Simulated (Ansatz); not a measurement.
Theory: Ansatz 0.2.0, DFT PBE, scalar-relativistic, plane waves, PAW. All cells share a 420 eV cutoff and Γ-centred k meshes spaced at most about 0.3 Å⁻¹ (about 0.25 or finer for metals, 2π included). No spin polarisation in the final relaxations.

All energies are static (0 K, no zero-point motion). All come from trial cells, and lower structures may exist.

Question: Order these relaxed structures of HfSi₂B₂ by energy, lowest first, with the energy over the lowest of them.
1.

```cif
data_structure
_symmetry_space_group_name_H-M 'I4/mmm'
_symmetry_Int_Tables_number 139
_cell_length_a 3.9813
_cell_length_b 3.9813
_cell_length_c 7.7351
_cell_angle_alpha 90.000
_cell_angle_beta 90.000
_cell_angle_gamma 90.000
_cell_volume 122.60
loop_
_atom_site_label
_atom_site_type_symbol
_atom_site_symmetry_multiplicity
_atom_site_Wyckoff_symbol
_atom_site_fract_x
_atom_site_fract_y
_atom_site_fract_z
_atom_site_occupancy
Hf1 Hf 2 a 0.00000 0.00000 0.00000 1
Si1 Si 4 e 0.50000 0.50000 0.15244 1
B1 B 4 d 0.00000 0.50000 0.25000 1
```

2.

```cif
data_structure
_symmetry_space_group_name_H-M 'I4/mmm'
_symmetry_Int_Tables_number 139
_cell_length_a 3.4797
_cell_length_b 3.4797
_cell_length_c 9.3234
_cell_angle_alpha 90.000
_cell_angle_beta 90.000
_cell_angle_gamma 90.000
_cell_volume 112.89
loop_
_atom_site_label
_atom_site_type_symbol
_atom_site_symmetry_multiplicity
_atom_site_Wyckoff_symbol
_atom_site_fract_x
_atom_site_fract_y
_atom_site_fract_z
_atom_site_occupancy
Hf1 Hf 2 a 0.00000 0.00000 0.00000 1
Si1 Si 4 d 0.00000 0.50000 0.25000 1
B1 B 4 e 0.00000 0.00000 0.41103 1
```

3.

```cif
data_structure
_symmetry_space_group_name_H-M 'P-1'
_symmetry_Int_Tables_number 2
_cell_length_a 3.3518
_cell_length_b 4.7051
_cell_length_c 8.4350
_cell_angle_alpha 94.110
_cell_angle_beta 97.482
_cell_angle_gamma 105.918
_cell_volume 126.03
loop_
_atom_site_label
_atom_site_type_symbol
_atom_site_symmetry_multiplicity
_atom_site_Wyckoff_symbol
_atom_site_fract_x
_atom_site_fract_y
_atom_site_fract_z
_atom_site_occupancy
Hf1 Hf 2 i 0.54533 0.64868 0.72729 1
Si1 Si 2 i 0.52476 0.80745 0.08319 1
Si2 Si 2 i 0.80812 0.22387 0.57086 1
B1 B 2 i 0.06689 0.45798 0.90812 1
B2 B 2 i 0.74941 0.95658 0.33679 1
```

Answer: 3 (0 meV/atom), 2 (152 meV/atom), 1 (362 meV/atom). Forms: 3 P-1; 2 I4/mmm; 1 I4/mmm. Counting B or Si atoms around Hf (for each partner element, those within 1.25 times its shortest distance or 1.15 times the sum of covalent radii, where it is the nearest in units of that sum or under 1.3; a plus sign parts groups by distance over the sum of covalent radii): cell 3 has Hf 12; cell 2 has Hf 16; cell 1 has Hf 2+16. Cell 3 holds Si–Si pairs (shortest 2.40 Å) and B–B pairs (shortest 1.72 Å); cell 2 holds Si–Si nets (shortest 2.46 Å) and B–B pairs (shortest 1.66 Å); cell 1 holds Si–Si pairs (shortest 2.36 Å).

Spin–orbit coupling, which can matter for Hf, is left out. Cells relaxed within their symmetry can be saddle points. The P-1 cell of HfSi2B2 came from shaking the I4/mmm one. Some structure types and database cells were kept out of the candidates from the start, so a known form may be missing.
